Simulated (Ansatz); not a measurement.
One stationary structure of GeSe. Method: PBEsol (plane waves to 420 eV, PAW, scalar-relativistic; Ansatz, a first-principles code).

```xyz
8
Lattice="7.8281 0.0000 0.0000 0.0000 3.8507 0.0000 0.0000 0.0000 5.7560" Properties=species:S:1:pos:R:3 pbc="T T T"
Ge     6.9449     2.8880     1.8491
Ge     3.0308     2.8880     1.0289
Ge     0.8832     0.9627     3.9069
Ge     4.7973     0.9627     4.7271
Se     2.6066     2.8880     3.5785
Se     6.5207     2.8880     5.0554
Se     5.2215     0.9627     2.1775
Se     1.3074     0.9627     0.7005
```

Problem. Find the space group and the Wyckoff positions (tolerance 0.01 Å).

Solution. Space group Pnma (No. 62); a = 7.8281 Å, b = 3.8507 Å, c = 5.7560 Å, α = β = γ = 90.00°

```json
[
 {"atom": "Ge", "site": "4c", "symmetry": ".m.", "x": "0.1128", "y": "0.2500", "z": "0.6788"},
 {"atom": "Se", "site": "4c", "symmetry": ".m.", "x": "0.1670", "y": "0.2500", "z": "0.1217"}
]
```

Problem. Give the shortest distances between elements (the closest pairs, up to four, under 3.6 Å).

Solution. Ge–Se 2.58 Å; Ge–Ge 3.33 Å; Se–Se 3.54 Å.

```json
{
  "volume_per_atom": "21.69 Å³",
  "density": "5.80 g/cm³",
  "band_gap": "no clear gap: the sampled points leave 0.14 eV away from the symmetry points, which may be a band crossing missed between them",
  "smallest_direct_gap": "0.81 eV at T"
}
```

No spin polarisation in the result.

The run could not lose the symmetry of its start; a randomly shaken copy of 8 atoms returns to this structure.

The first start was generated by placing the elements on the sites of a structure type. A measured structure of GeSe has the same space group, Pnma (No. 62); the sites were not compared with it.
